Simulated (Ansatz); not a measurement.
TaN (rock salt)

```
TaN
1.0
    0.00000     2.18780     2.18780
    2.18780     0.00000     2.18780
    2.18780     2.18780     0.00000
N Ta
1 1
Direct
  0.00000   0.00000   0.00000
  0.50000   0.50000   0.50000
```

The volume is varied about the relaxed value V₀ at fixed cell shape. Symmetry pins the atoms to their sites.

Level of theory: PBEsol (plane waves to 420 eV, PAW, scalar-relativistic; Ansatz, an electronic-structure program). k mesh 18×18×18 (Γ-centred), Fermi-Dirac smearing 0.05 eV. Compression counts positive. Spin-orbit coupling is left out, though Ta is heavy. TaN is run without spin polarisation. TaN was relaxed with its symmetry unable to fall. This is a high-temperature form of TaN.

At one point of the scan the stress tensor (GPa) is:

```
   91.2      0.0      0.0
    0.0     91.2      0.0
    0.0      0.0     91.2
```

Q: Which point is it?
A. V/V₀ = 0.872
B. V/V₀ = 0.904
C. V/V₀ = 0.936
D. V/V₀ = 0.840

A: D, V/V₀ = 0.840

(Under strain, the slope of the energy per volume gives the stress and its curvature an elastic modulus.)
